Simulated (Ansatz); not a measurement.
YbFe2: reading a single point

```
Yb Fe
1.0
     0.00000    3.60227    3.60227
     3.60227    0.00000    3.60227
     3.60227    3.60227    0.00000
Yb Fe
2 4
Direct
  0.00000 0.00000 0.00000
  0.25000 0.25000 0.25000
  0.62500 0.62500 0.62500
  0.12500 0.62500 0.62500
  0.62500 0.62500 0.12500
  0.62500 0.12500 0.62500
```

The numbers come from plane-wave PAW DFT (Ansatz): r2SCAN, no spin polarisation, 500 eV, 6×6×6 Γ-centred k points, fermi-dirac occupations (width 0.0109 eV). Nothing was relaxed.

Q: What does the stress say?

A: The pressure is -11.1 GPa (compression positive), so with the atoms held at these fractions the cell would first shrink.

Q: Are the atoms at rest?

A: The forces vanish by the symmetry of the sites.

Q: What is the formation energy?

A: 0.67 eV an atom against the elements' usual phases (free molecules for gases, crystals otherwise, with no correction for O₂ or N₂), so at this geometry it isn't bound against them. Relaxing would lower it.

Q: What happens at the Fermi level?

A: It is a metal, with about 16 states/eV a cell as the mean within 0.25 eV of the Fermi level, mostly Fe d (64 %) and Yb f (31 %).

Origin: a database entry at a rescaled volume. Caveats: no spin polarisation, so a magnetic state may lie lower; atoms or cell far from equilibrium; f levels without a U or exact exchange are poorly placed.
